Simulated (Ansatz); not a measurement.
**MgS: how strain makes field gradients**

```
CELL_PARAMETERS angstrom
0.00000 2.60165 2.60165
2.60165 0.00000 2.60165
2.60165 2.60165 0.00000
ATOMIC_POSITIONS crystal
Mg 0.00000 0.00000 0.00000
S 0.50000 0.50000 0.50000
```

Atoms are numbered in the order listed.

The conventional cell has a = 5.203 Å, b = 5.203 Å, c = 5.203 Å, α = 90.00°, β = 90.00°, γ = 90.00°. Around Mg (atom 1) lie 6 S at 2.60 Å. S (atom 2) has 6 Mg at 2.60 Å as nearest neighbours.

The cell comes from COD entry 9008672, which wasn't checked; take it as a given geometry.

All numbers below come from DFT, LDA, all-electron PAW with datasets made for the crystal, scalar-relativistic in Ansatz 0.2.0.

Sampling and basis: a Γ-centred 8×8×8 k mesh, Fermi–Dirac smearing of 0.01 eV, cutoff 200 eV (chosen by the program for this cell), no spin polarisation.

The strain is applied along the Cartesian axes of the cell as listed (the other components stay zero). Fractional coordinates are held (clamped ions).

The columns are Cartesian components of the electric field gradient at the nuclei, in 10²¹ V/m².

Only quantities that a quadratic follows smoothly over the whole series are listed; rougher ones are left out.

```
    εzz  Vzz at Mg1  Vzz at S2
-0.0300       -0.54      -0.25
-0.0100       -0.17      -0.07
 0.0000        0.00       0.00
 0.0100        0.16       0.05
 0.0200        0.32       0.10
 0.0300        0.47       0.12
```

**Question.** Fit the series and give the gradient–strain slopes.

**Answer.** Least-squares fits y = p0 + p1 x + p2 x² to the rows give Vzz at Mg1: p1 = 16.8, p2 = -38; Vzz at S2: p1 = 6.2, p2 = -70. The slopes p1 are in 10²¹ V/m² per unit strain, for clamped ions.

**Question.** One run, at εzz = -0.0200, is withheld. Predict its row.

**Answer.** The fits give -0.35, -0.15; the run gave -0.35, -0.15.
